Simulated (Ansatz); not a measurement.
**An inverse problem**

Cell vectors (Å):

```
-1.4801  1.4801  1.4801
 1.4801 -1.4801  1.4801
 1.4801  1.4801 -1.4801
```

```
atom       a       b       c
   X  0.0000  0.0000  0.0000
```

Theory: PBEsol, all-electron LAPW in Ansatz 0.2.0, scalar-relativistic. k mesh 24×24×24, Fermi-Dirac smearing of 0.100 eV.

Harmonic phonons of a crystal by Kohn-Sham DFT at the given cell, standard atomic masses, acoustic sum rule imposed; negative wavenumbers are unstable modes.

```tsv
point	q a (r.l.u.)	q b (r.l.u.)	q c (r.l.u.)	branch	phonon wavenumber (cm⁻¹)
0.25/0/0	0.25	0	0	1	104.4
0.25/0/0	0.25	0	0	2	125.6
0.25/0/0	0.25	0	0	3	182.2
N	0.5	0	0	1	184.3
N	0.5	0	0	2	216.1
N	0.5	0	0	3	233.4
0.25/0.25/0	0.25	0.25	0	1	159.1
0.25/0.25/0	0.25	0.25	0	2	173.9
0.25/0.25/0	0.25	0.25	0	3	245.8
P	0.25	0.25	0.25	1	213.2
-0.25/0.25/0.25	-0.25	0.25	0.25	1	153.6
-0.25/0.25/0.25	-0.25	0.25	0.25	3	256.2
0.5/0.5/0.25	0.5	0.5	0.25	1	190.1
0.5/0.5/0.25	0.5	0.5	0.25	2	237.1
0.5/0.5/0.25	0.5	0.5	0.25	3	250.6
H	0.5	0.5	0.5	1	274.8
```

**Question.** All X atoms are one element. Which one was computed?

**Answer.** V; the crystal is V (Im-3m).

Known limits: responses of metals move with mesh and smearing.
